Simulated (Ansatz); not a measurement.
This run works on a proposed trial structure, not on a known crystal.

Input and command of a plane-wave DFT calculation in Ansatz:

```yaml
crystal:
  lattice:
    - [3.7643364136, 0.0, 0.0]
    - [0.0, 3.7643364136, 0.0]
    - [0.0, 0.0, 18.1858438438]
  atoms:
    - { symbol: La, position: [0.0, 0.5, 0.9257798732] }
    - { symbol: La, position: [0.5, 0.0, 0.0742201268] }
    - { symbol: La, position: [0.0, 0.5, 0.2778119024] }
    - { symbol: La, position: [0.5, 0.0, 0.7221880976] }
    - { symbol: Ta, position: [0.5, 0.0, 0.390652889] }
    - { symbol: Ta, position: [0.5, 0.0, 0.5412835607] }
    - { symbol: Ta, position: [0.0, 0.5, 0.609347111] }
    - { symbol: Ta, position: [0.0, 0.5, 0.4587164393] }
    - { symbol: O, position: [0.5, 0.5, 0.0] }
    - { symbol: O, position: [0.0, 0.0, 0.0] }
basis:
  ecutwfc: 500
kpoints:
  mp_grid: { grid: [8, 8, 2] }
  band_path:
    path:
      - [[0.0, 0.0, 0.0], [0.0, 0.5, 0.0], [0.5, 0.5, 0.0], [0.0, 0.0, 0.0], [0.0, 0.0, 0.5], [0.0, 0.5, 0.5], [0.5, 0.5, 0.5], [0.0, 0.0, 0.5]]
      - [[0.0, 0.5, 0.0], [0.0, 0.5, 0.5]]
      - [[0.5, 0.5, 0.0], [0.5, 0.5, 0.5]]
    npoints: 14
hamiltonian:
  xc: r2scan
scf:
  occupations: { method: gaussian, width: 0.1 }
  n_extra_bands: 25
output:
  forces: true
  stress: true
  eigenvalues: true
  populations: true
  dos: { projected: true, de: 0.02, nscf_kmesh: { grid: [10, 10, 3] } }
  bader: true
```

```bash
ansatz run input.yaml --threads 1 --pin off --max-ram 2560MiB --backend cpu --events-out ev --progress --plain --runs-dir out
```

Processor: Intel(R) Xeon(R) Platinum 8259CL CPU @ 2.50GHz (Skylake/Cascade Lake), 1 thread, on a host shared with other jobs.

Problem. How long does it run, and how much memory does it take?

Solution. About 7.2 min, peak memory 2.2 GiB. It solves 79 bands at 30 k points (after reduction by symmetry) with about 6547 plane waves, in 11 SCF iterations.
